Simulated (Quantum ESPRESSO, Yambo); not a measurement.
**Levels of theory for the gap of NaLiCdS2**

NaLiCdS₂ (space group P3m1, No. 156): one geometry, one set of norm-conserving PBEsol (Quantum ESPRESSO, 102 Ry, scalar-relativistic) orbitals, self-energies from Yambo (3×3×2 Γ-centred k mesh, bands 7 to 197 and a 8 Ry block in the screening, 197 bands in G with the Bruneval-Gonze terminator, plasmon pole fitted at 27.2 eV).

The geometry is that of Materials Project entry mp-1220967, symmetrised and not relaxed again.

```json
[
 {"level": "PBEsol (Quantum ESPRESSO)", "gap Γ → Γ (eV)": "1.47", "rough Yambo cost": "–"},
 {"level": "exchange only (Hartree-Fock self-energy on PBEsol orbitals)", "gap Γ → Γ (eV)": "8.81", "rough Yambo cost": "about 1/20 (8 states)"},
 {"level": "static COHSEX@PBEsol", "gap Γ → Γ (eV)": "3.85", "rough Yambo cost": "within a factor of two (2 states)"},
 {"level": "G0W0@PBEsol, plasmon pole", "gap Γ → Γ (eV)": "2.96", "rough Yambo cost": "1 (8 states)"},
 {"level": "G0W0@PBEsol, multipole fit to 8 frequencies, no terminator", "gap Γ → Γ (eV)": "2.88", "rough Yambo cost": "within a factor of two (2 states)"},
 {"level": "G0W0@PBEsol, plasmon pole, no terminator", "gap Γ → Γ (eV)": "2.93", "rough Yambo cost": "about 1/10 (2 states, screening reused)"}
]
```

Bare exchange has no screening and gives the widest gap; static COHSEX screens it but leaves out the frequency dependence, which G0W0 restores.

Costs are rough ratios of core time on shared machines.

Nearest settings tried, and what they do to the gap: 126 bands in W, 126 bands in G: +12 meV; 7 Ry block (251 vectors against 289): -8 meV; 3×3×1 mesh: -170 meV. So the settings aren't converged at that level. The k mesh is coarse.

Spin-orbit splittings are left out.

The structure is a Materials Project entry; no match was found in the copy of COD used, and its stability was not checked.
